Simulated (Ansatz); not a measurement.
This run works on a proposed trial structure, not on a known crystal.

Input and command of a plane-wave DFT calculation in Ansatz:

```yaml
crystal:
  lattice:
    - [-3.5794804705, 3.5794804705, 1.7421342246]
    - [3.5794804705, -3.5794804705, 1.7421342246]
    - [3.5794804705, 3.5794804705, -1.7421342246]
  atoms:
    - { symbol: Ta, position: [0.5929472572, 0.7992953182, 0.3922425754] }
    - { symbol: Ta, position: [0.4070527428, 0.2007046818, 0.6077574246] }
    - { symbol: Ta, position: [0.7992953182, 0.4070527428, 0.206348061] }
    - { symbol: Ta, position: [0.2007046818, 0.5929472572, 0.793651939] }
    - { symbol: Ge, position: [0.0, 0.0, 0.0] }
basis:
  ecutwfc: 500
kpoints:
  mp_grid: { grid: [10, 10, 10] }
hamiltonian:
  xc: r2scan
scf:
  occupations: { method: gaussian, width: 0.1 }
output:
  forces: true
  stress: true
  eigenvalues: true
```

```bash
ansatz run input.yaml --threads 1 --pin off --max-ram 2560MiB --backend cpu --events-out ev --progress --plain --runs-dir out
```

Processor: AMD EPYC 7R43 64-Core Processor (Zen 3), 1 thread, on a host shared with other jobs.

**Question.** Estimate time, memory and problem size.

**Answer.** About 120 s, peak memory 0.98 GiB. It solves 40 bands at 144 k points (after reduction by symmetry) with about 2259 plane waves, in 7 SCF iterations.
